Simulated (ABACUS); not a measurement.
A self-consistent single point of a model cell of Au (I4_1/amd, 2 atoms in the cell; prototype structure).

```
CELL_PARAMETERS angstrom
     -2.53746     2.53746     1.38447
      2.53746    -2.53746     1.38447
      2.53746     2.53746    -1.38447
ATOMIC_POSITIONS crystal
  Au 0.75000 0.25000 0.50000
  Au 0.00000 0.00000 0.00000
```

Method: PBEsol, PseudoDojo 0.4 standard norm-conserving PBEsol (tails mended) pseudopotentials (plane waves; ABACUS).

ABACUS settings:

KPT: Gamma 9 9 9 0 0 0
basis_type: pw
dft_functional: PBESOL
ecutwfc: 76 Ry
smearing_method: mv
smearing_sigma: 0.00999582 Ry
potentials: PseudoDojo 0.4 standard norm-conserving PBEsol (tails mended)
symmetry: 1
symmetry_prec: 1e-05
ks_solver: dav_subspace
scf_nmax: 100
scf_thr: 1.0e-09 Ry
mixing_type: broyden
mixing_beta: 0.7

Results:

| Property | Value |
|---|---|
| Number of valence electrons | 38 |
| Number of bands | 29 |
| Number of k-points after the program's reduction | 75 |
| Number of plane waves (most at a k-point) | 2713 |
| Number of SCF iterations | 6 |
| FFT grid | 45 × 45 × 45 |
| Free energy E − TS | -8022.6397 eV |
| Fermi level (on the code's own zero) | 18.98 eV |
| Pressure | 7.20 GPa |

Stress (GPa, positive for compression):
```
11.65   0.00   0.00
 0.00  11.65   0.00
 0.00   0.00  -1.69
```

For comparison: a first run (DFT, PBE, plane waves, PseudoDojo 0.5 standard norm-conserving PBE (tails mended) pseudopotentials) was changed to give this one (dft_functional: PBE → PBESOL; pseudopotentials: PseudoDojo 0.5 standard norm-conserving PBE (tails mended) → PseudoDojo 0.4 standard norm-conserving PBEsol (tails mended)), and from it to this one the pressure goes from 15.64 to 7.20 GPa.

Lattice and positions were typed or generated, without prior relaxation. No clean gap shows at this smearing width and mesh (spacing up to 0.29 Å⁻¹); the mesh is coarse for partly filled bands, so the values carry mesh errors.

Cost on one core: very roughly 2.3 core-minutes.

“Tails mended”: in these copies of the files the far tail of each local potential was reset to the Coulomb form.
